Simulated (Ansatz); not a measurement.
Re3B:
```yaml
crystal:
  lattice:
    - [1.44886, -4.66954, 0.00000]
    - [1.44886, 4.66954, 0.00000]
    - [0.00000, 0.00000, 7.28003]
  atoms:
    - { symbol: B, position: [0.25424, 0.74576, 0.75000] }
    - { symbol: B, position: [0.74576, 0.25424, 0.25000] }
    - { symbol: Re, position: [0.57563, 0.42437, 0.75000] }
    - { symbol: Re, position: [0.42437, 0.57563, 0.25000] }
    - { symbol: Re, position: [0.86654, 0.13346, 0.56470] }
    - { symbol: Re, position: [0.13346, 0.86654, 0.06470] }
    - { symbol: Re, position: [0.13346, 0.86654, 0.43530] }
    - { symbol: Re, position: [0.86654, 0.13346, 0.93530] }
```

Relaxed with r²SCAN. Special points in fractions of this cell's reciprocal vectors: Γ (0.000, 0.000, 0.000); Y (-0.500, 0.500, 0.000); C0 (-0.274, 0.726, 0.000); Σ0 (0.274, 0.274, 0.000); Z (0.000, 0.000, 0.500); A0 (0.274, 0.274, 0.500); E0 (-0.274, 0.726, 0.500); T (-0.500, 0.500, 0.500); S (0.000, 0.500, 0.000); R (0.000, 0.500, 0.500).

List the band energies nearest the Fermi level at these points for plane-wave PAW r²SCAN (Ansatz code).

In eV from the Fermi level; about four levels below and three above (degenerate sets whole), none deeper than 8.9 eV; points with the same levels are listed once.

```json
[
 {"k": "Γ", "below": "-1.67 -0.93 -0.72 -0.07", "above": "0.07 0.23 0.31"},
 {"k": "Y", "below": "-1.64 -1.22 -0.82 -0.57", "above": "0.69 0.96 1.02"},
 {"k": "C0", "below": "-1.80 -1.53 -0.88 -0.44", "above": "0.85 1.31 2.10"},
 {"k": "Z", "below": "-1.63 -1.63 -1.19 -1.19", "above": "0.12 0.12 0.67 0.67"},
 {"k": "A0", "below": "-1.76 -1.76 -1.48 -1.48", "above": "0.52 0.52 2.00 2.00"},
 {"k": "T", "below": "-0.75 -0.75 -0.74 -0.74", "above": "0.21 0.21 0.55 0.55"},
 {"k": "S", "below": "-1.76 -1.46 -0.81 -0.73", "above": "1.47 1.86 1.97"},
 {"k": "R", "below": "-2.00 -2.00 -1.39 -1.39", "above": "0.79 0.79 1.63 1.63"}
]
```

Space group Cmcm. The workflow started from an entry of the Crystallography Open Database (COD). Whether it is the stable phase at ambient conditions was not checked. Symmetry was held in the r²SCAN relaxation; its stability against distortions is not shown here. The run is not spin-polarised. Scalar-relativistic: spin–orbit coupling is off unless named, which matters more the heavier the elements.

Potentials: the later of the program's two PAW sets.
